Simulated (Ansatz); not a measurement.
input.yaml (Ansatz)

```yaml
crystal:
  lattice:
    - [2.4566962336, 0.0, 0.0]
    - [-1.2283481168, 2.1275613477, 0.0]
    - [0.0, 0.0, 4.4717384793]
  atoms:
    - { symbol: Cr, position: [0.3333333333, 0.6666666667, 0.25], spin: 1.5, spin_axis: [0, 0, 1] }
    - { symbol: Cr, position: [0.6666666667, 0.3333333333, 0.75], spin: 1.5, spin_axis: [0, 0, 1] }
hamiltonian:
  xc: r2scan
  pseudopotentials:
    kind: paw_fr
    azcp:
      Cr: "pseudopotentials/Cr.paw.azcp"
basis:
  ecutwfc: 500
  fft_grid_basis: typed
kpoints:
  mp_grid: { grid: [15, 15, 7], shift: [0, 0, 0] }
magnetization:
  noncollinear: true
  spin_orbit: true
scf:
  occupations: { method: fermi_dirac, width: 0.05 }
```

and its output:

```
Engine: ansatz 0.2.0, x86_64-unknown-linux-gnu
Pseudopotentials: kind: paw_fr
Pseudopotential: Cr, paw_fr, valence charge 14, recommended cutoff 500 eV (meta_gga) 
Functional definition: r2SCAN
  parameter k0 = 0.174
  parameter k1 = 0.065
  parameter a1 = 4.9479
  exchange = r2scan_x(k0 = k0, k1 = k1, a1 = a1)
  correlation = r2scan_c
Crystal: 2 atoms, lattice volume = 23.373 Å³
Basis set: ecut = 500 eV, 599 PW (Γ), exchange–correlation on 72×72×144 points (64 copies of the dense FFT grid, shifted against one another)
Bands: 36, of which v1, the nominal top of the filled ones, is band 28 counted from 1 (27 counted from 0)
Symmetry: 12 space group operations + 12 with time reversal
Magnetic group: BNS 194.270 (UNI 1500), of the structure as read, at distance tolerance 2.9e-5 Å
k-points: 108 of 1575 (time reversal used)
Projection manifold: j_resolved (fully-relativistic pseudo-atomic orbitals)
Non-local potential: Cr, projectors of the file, l = 0: 3, l = 1: 4, l = 2: 6, l = 3: 2
PAW form: soft (Blöchl's): semilocal exchange-correlation on the pseudo side does not see the compensation charge
PAW frozen core: Cr, regenerated for the run's functional (the file was generated under x = pbe(κ = 0.804, μ = 0.2195149727645171), c = pbe(β = 0.06672455060314922))
PAW one-centre angular grid: Cr, 590 points (default); XC on 224 Gauss nodes
Initial density: superposition of atomic densities (chi_scale 0.1, normalization cell)
Starting moments: Σ|m| = 3 μB on 2 of 2 sites
Initial wavefunctions: pseudopotential atomic-orbital guess
Functional: x = r2scan, c = r2scan; τ floored in thin density (d = 2e-4 eV/Å³)
SCF iter   1: F=—  HF=-6763.966457 eV  |F-HF|=—  |Δ(HF+E_count)|=         —  Δρ=2.27e-1  dr2=9.82e0  dr2_τ=7.27e-2  dr2_m=1.38e0  ethr=3.10e-3  |M|=1.62e0 ∫|m|=1.62e0 μB  |m|>n=0.0e0 m-floor=0.0e0 τ_xc=4.3e-32  β_m=1.00  ⟨swp⟩=6.2  Hψ=18028  notcnv=0  defer=2
SCF iter   2: F=—  HF=-6762.146302 eV  |F-HF|=—  |Δ(HF+E_count)|=    1.82e0  Δρ=1.18e-1  dr2=2.79e0  dr2_τ=3.09e-2  dr2_m=1.20e-2  ethr=3.10e-3  |M|=1.37e0 ∫|m|=1.37e0 μB  |m|>n=0.0e0 m-floor=0.0e0 τ_xc=5.1e-4  β_m=1.00  ⟨swp⟩=2.6  Hψ=8657  notcnv=0  defer=91  κ⁻¹=1.0e0(r=1)
SCF iter   3: F=—  HF=-6761.802997 eV  |F-HF|=—  |Δ(HF+E_count)|=   3.43e-1  Δρ=3.37e-2  dr2=1.32e-1  dr2_τ=8.11e-3  dr2_m=1.48e-3  ethr=3.10e-3  |M|=1.38e0 ∫|m|=1.39e0 μB  |m|>n=0.0e0 m-floor=0.0e0 τ_xc=8.0e-4  β_m=1.00  ⟨swp⟩=2.4  Hψ=7880  notcnv=0  defer=80  κ⁻¹=2.4e-3(r=2)
SCF iter   4: F=—  HF=-6761.841099 eV  |F-HF|=—  |Δ(HF+E_count)|=   3.81e-2  Δρ=1.35e-2  dr2=2.71e-2  dr2_τ=5.75e-4  dr2_m=3.40e-3  ethr=4.71e-4  |M|=1.30e0 ∫|m|=1.31e0 μB  |m|>n=0.0e0 m-floor=0.0e0 τ_xc=1.0e-3  β_m=1.00  ⟨swp⟩=2.4  Hψ=8246  notcnv=0  defer=63  κ⁻¹=4.0e-4(r=3)
SCF iter   5: F=—  HF=-6761.857745 eV  |F-HF|=—  |Δ(HF+E_count)|=   1.66e-2  Δρ=1.43e-2  dr2=5.34e-4  dr2_τ=4.23e-4  dr2_m=1.09e-2  ethr=9.67e-5  |M|=1.15e0 ∫|m|=1.17e0 μB  |m|>n=0.0e0 m-floor=0.0e0 τ_xc=1.1e-3  β_m=1.00  ⟨swp⟩=2.2  Hψ=7313  notcnv=0  defer=62  κ⁻¹=4.7e-6(r=4)
...
SCF iter  24: F=—  HF=-6761.971509 eV  |F-HF|=—  |Δ(HF+E_count)|=   7.33e-7  Δρ=6.59e-6  dr2=3.96e-10  dr2_τ=6.37e-11  dr2_m=2.33e-9  ethr=7.00e-11  |M|=1.13e-3 ∫|m|=1.15e-3 μB  |m|>n=0.0e0 m-floor=0.0e0 τ_xc=2.1e-9  β_m=1.20  ⟨swp⟩=3.0  Hψ=10414  notcnv=0  κ⁻¹=2.7e-7(r=8)
SCF iter  25: F=—  HF=-6761.971509 eV  |F-HF|=—  |Δ(HF+E_count)|=   8.54e-8  Δρ=2.89e-6  dr2=5.14e-11  dr2_τ=1.10e-11  dr2_m=4.48e-10  ethr=1.41e-12  |M|=4.69e-4 ∫|m|=4.79e-4 μB  |m|>n=0.0e0 m-floor=0.0e0 τ_xc=4.7e-10  β_m=1.20  ⟨swp⟩=3.2  Hψ=10644  notcnv=0  κ⁻¹=3.1e-7(r=8)
SCF iter  26: F=—  HF=-6761.971509 eV  |F-HF|=—  |Δ(HF+E_count)|=   2.05e-8  Δρ=9.20e-7  dr2=7.76e-11  dr2_τ=2.48e-12  dr2_m=4.56e-11  ethr=1.00e-12  |M|=1.52e-4 ∫|m|=1.56e-4 μB  |m|>n=0.0e0 m-floor=0.0e0 τ_xc=7.4e-11  β_m=1.20  ⟨swp⟩=3.0  Hψ=9953  notcnv=0  κ⁻¹=8.0e-8(r=8)
SCF iter  27: F=-6761.971509 eV  HF=-6761.971509 eV  |F-HF|=7.85e-10  |Δ(HF+E_count)|=   2.92e-9  Δρ=4.76e-7  dr2=2.51e-11  dr2_τ=6.04e-13  dr2_m=6.20e-12  ethr=1.00e-12  |M|=5.23e-5 ∫|m|=5.49e-5 μB  |m|>n=0.0e0 m-floor=0.0e0 τ_xc=6.8e-12  ⟨swp⟩=2.9  Hψ=8079  notcnv=0
WARN: the starting moments were not kept: the SCF closed with an absolute magnetisation of 5.4e-5 μB, where they sum to 3 μB in size (2 sites). That is at most 0.1 of that sum. Measured as dr2_m measures the in/out step, that magnetisation stands 1.7e-9 eV from none, at or under the dr2_threshold of 1.0e-7 eV: it is no larger than a step whose dr2_m would equal this threshold. The system may hold no moment; this SCF shows only that its start led to no more than that. To try another start: raise the starting moments (crystal.atoms[].spin, magnetization.per_species, magnetization.initial_magnetization, or on a non-collinear deck that types none of these the spinor_matrix: blocks that start its atoms; where the total moment is fixed, keep their sum and leave initial_magnetization as it is; typed ones take the place of any that the run laid by itself, positive ones on a crystal's lanthanoids without a Hubbard term where scf.initial_density.shell_occupations: [] is typed) or, if the notice of its spin-set hold's release reads "site moments contracting" or "site moments show no strong build", lengthen the hold (scf.mixing.spin_hold: { on: { confirm: 4 } }; for m-r²SCAN on two components see the key's manual first). Each may lead to a state that holds a moment. A second SCF, from the converged charge density, with the starting moments and any scf.initial_density.shell_occupations laid on it anew, would have followed, and was not run: the deck does not ask for one (magnetization.retry_lost_moments is false, the default). To let it run, set magnetization.retry_lost_moments: true and run the deck again, where that key's refused combinations let it; where memory then withholds it, that run's warning says so.
SCF 1 converged in 27 iterations: F = -6761.971509 eV  dr2 = 2.51e-11
SCF converged after 27 iterations
Stability not checked: this state was not tested for a lower state beside it, because the mixer in use, unlike msr1, does not test its closes by its own steps (another_mixer; see scf.mixing.algorithm and scf.lower_state_search)
Magnetization: |M| = 0.0001 μB,  M = (-0.0000, -0.0000, +0.0001) μB
Absolute magnetization: 0.0001 μB (∫|m|, with the PAW one-centre terms)
  site 0: m = (-0.0000, +0.0000, +0.0000) μB, |m| = 0.0000 μB  (R = 1.01 Å)
  site 1: m = (+0.0000, -0.0000, +0.0000) μB, |m| = 0.0000 μB  (R = 1.01 Å)
Free energy (F): -6761.971509 eV
Harris-Foulkes:  -6761.971509 eV  (|F-HF|=7.85e-10)
Internal energy: -6761.949468 eV  (E = F + TS)
E sigma→0 (E₀):  -6761.960489 eV
Entropy (-TS):   -0.022041 eV (-11.021 meV/atom)
Fermi energy:    18.991743 eV
--- Per-component energies (eV) ---
  E_band       = -327.266118
  E_kinetic    = 688.194611
  E_local      = -2384.296165  (includes V_loc(G=0)·N_el)
  E_nonlocal   = 158.484307
  E_hartree    = 1040.509638
  E_xc         = -275.772033
  E_vxc        = -401.423598  (∫ρ·V_xc dr)
  E_paw        = -2403.066355  (= ΣΔE_a)
  E_vpaw       = -494.640932  (= ΣTr[D̂ρ^β])
  E_aug_tail   = 0.000484  (compensation charges beyond the density's cutoff)
  E_vtau       = 25.395737  (kinetic-family band-sum trace: ∫τ·v_τ [+ j·A + Jᵃ·Aᵃ] dr)
  E_ewald      = -3585.459561
  E_core_change = -0.544395  (= ΣΔE_core)
  E_smearing   = -0.022041  (= −TS)
  E_closure    = 0.000000  (closes the sum)
  Σ components = -6761.971509   (vs F -6761.971509, Δ=0.00e0)
```

Command:

```sh
ansatz run input.yaml --threads 1 --pin off --max-ram 3584MiB --backend cpu --events-out ev --progress --plain --runs-dir out
```

On 1 thread of Intel(R) Xeon(R) Platinum 8259CL CPU @ 2.50GHz (Skylake/Cascade Lake) (shared host) this took about 210 s of wall time and 210 s of CPU time.
